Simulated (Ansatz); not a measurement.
The relaxed structure here is a generated cell of Ag: the first start was made by placing the elements on the sites of a structure type, and the end was not matched to a known phase here, so it may be hypothetical. Known forms of Ag include space group No. 225.

A relaxed cell of Ag (I4/mmm (No. 139)), relaxed on a k-mesh at least as fine as the one used below. All values below come from r2SCAN (plane waves to 500 eV, PAW, scalar-relativistic; Ansatz, an electronic-structure program). Γ-centred k-mesh 14×7×13 on the run's cell (coarser than for final values), Fermi–Dirac smearing 0.05 eV.

```
Ag
1.0
   -1.68554     1.68554     1.53475
    3.37109    -3.37109     3.06950
    1.68554     1.68554    -1.53475
Ag
2
Cartesian
  0.00000   0.00000   1.53475
  3.37109   0.00000   1.53475
```

The atoms are displaced by (Å):

| atom | ux | uy | uz |
|---|---|---|---|
| Ag1 | 0.016 | -0.012 | 0.054 |
| Ag2 | 0.086 | -0.008 | 0.071 |

### Question
What forces (eV/Å) and pressure result?

### Answer
| atom | Fx | Fy | Fz |
|---|---|---|---|
| Ag1 | 0.22 | 0.01 | 0.23 |
| Ag2 | -0.22 | -0.01 | -0.23 |

Pressure +0.2 GPa.

No spin polarisation in the result.

The run that gave the undisplaced cell could not lose the symmetry of its start, so the end can be a saddle point.
